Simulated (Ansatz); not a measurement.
# How much do the gradients of MgVFeP₄O₁₄ depend on the method?

Cell: a Materials Project structure (computed, not necessarily an observed phase), taken as it stands.

```cif
data_structure
_symmetry_space_group_name_H-M 'P 1'
_symmetry_Int_Tables_number 1
_cell_length_a 4.9995
_cell_length_b 6.8860
_cell_length_c 8.2119
_cell_angle_alpha 93.121
_cell_angle_beta 92.568
_cell_angle_gamma 106.852
_cell_volume 269.62
loop_
_atom_site_label
_atom_site_type_symbol
_atom_site_fract_x
_atom_site_fract_y
_atom_site_fract_z
_atom_site_occupancy
Mg1 Mg 0.69533 0.19676 0.87244 1
V2 V 0.50205 0.27471 0.49052 1
Fe3 Fe 0.45846 0.69385 0.03615 1
P4 P 0.86812 0.46837 0.18231 1
P5 P 0.15585 0.94533 0.78574 1
P6 P 0.88968 0.06577 0.27487 1
P7 P 0.12359 0.52027 0.68303 1
O8 O 0.20063 0.11869 0.32131 1
O9 O 0.34809 0.11899 0.69826 1
O10 O 0.69068 0.48725 0.02623 1
O11 O 0.73208 0.48002 0.34079 1
O12 O 0.82023 0.37796 0.67668 1
O13 O 0.71447 0.08587 0.41763 1
O14 O 0.86036 0.23023 0.13790 1
O15 O 0.09523 0.74477 0.66423 1
O16 O 0.34590 0.92568 0.93706 1
O17 O 0.17349 0.59895 0.18688 1
O18 O 0.25138 0.51307 0.85449 1
O19 O 0.29732 0.47821 0.54700 1
O20 O 0.77161 0.86506 0.17244 1
O21 O 0.88066 0.97703 0.82729 1
```

Atoms are numbered from 1 in the order listed; like atoms form one site, named after its first atom.

First run. Level of theory: DFT, PBE, plane waves and PAW, scalar-relativistic, collinear spin, 420 eV cutoff, Γ-centred 4×3×3 k-points, Fermi–Dirac smearing 0.02 eV (Ansatz 0.2.0). Start moments as typed (μB): -1 on each V, 4 on each Fe, none on the rest.

| site | atom | V_zz (10²¹ V/m²) | η | m (μB) |
| --- | --- | --- | --- | --- |
| Mg | 1 | -1.07 | 0.74 | 0.00 |
| V | 2 | -6.81 | 0.56 | -1.43 |
| Fe | 3 | -6.02 | 0.49 | 3.68 |
| P4 | 4 | 6.25 | 0.39 | 0.00 |
| P6 | 6 | 6.35 | 0.15 | 0.00 |
| O10 | 10 | 8.11 | 0.82 | 0.07 |
| O11 | 11 | 9.64 | 0.25 | 0.01 |
| O13 | 13 | 9.36 | 0.31 | 0.01 |
| O15 | 15 | 13.94 | 0.41 | 0.00 |
| O16 | 16 | 9.42 | 0.53 | 0.08 |
| O17 | 17 | 10.05 | 0.03 | 0.12 |
| O18 | 18 | 9.15 | 0.34 | 0.09 |
| O19 | 19 | 9.30 | 0.02 | 0.01 |
| O20 | 20 | 10.32 | 0.17 | 0.10 |

Second run. The same atoms and settings, except that a Hubbard term is added (U = 4.0 eV on Fe d, U = 3.1 eV on V d).

(1) What does the second run give?

## Answers

(1) 

```tsv
site	atom	V_zz	η	change of V_zz	m (μB)
Mg	1	-1.09	0.72	-0.02	0.00
V	2	-7.56	0.75	-0.75	-1.56
Fe	3	-6.44	0.23	-0.42	3.88
P4	4	6.20	0.46	-0.05	0.00
P6	6	6.59	0.14	+0.24	0.00
O10	10	8.13	0.86	+0.02	0.06
O11	11	9.74	0.24	+0.10	0.01
O13	13	9.65	0.36	+0.29	0.01
O15	15	13.89	0.42	-0.05	0.00
O16	16	9.57	0.56	+0.15	0.07
O17	17	10.24	0.09	+0.19	0.11
O18	18	9.37	0.39	+0.22	0.08
O19	19	9.55	0.05	+0.25	0.01
O20	20	10.52	0.16	+0.20	0.09
```

The largest change of V_zz is on V, from -6.81 to -7.56. In per cent, |V_zz| changes by +1 on Mg, +11 on V, +7 on Fe, -1 to +4 on P, 0 to +3 on O (all sites that start above 0.5). Where |V_zz| stays above 0.1, η moves most on Fe, from 0.49 to 0.23. The table leaves out 7 of the 21 sites, with |V_zz| up to 11.31; their tensors move by 0.27 at most along any direction. The statements above cover all sites. The absolute magnetisation of the cell goes from 6.8 to 7.1 μB. Isomer shifts (Fe against α-Fe, from the density at the nucleus and a line fitted to measured compounds for each functional; the lines scatter by about 0.1 mm/s, so smaller changes between functionals mean little): Fe 0.70 → 0.45 mm/s.

With these PAW files V_zz is typically within 2 to 3 % of all-electron values, but misses above 10 % occur on Fe. The magnetic order is the one that the run reached from its start moments, not necessarily the measured one.
For the first run: The largest force is 0.9 eV/Å, so the atoms aren't at the calculated equilibrium and relaxing them would move these values. With a gap of 0.11 eV under a smearing of 0.02 eV the band edges are partly filled, so small gradients can hang on the smearing and the k-mesh.
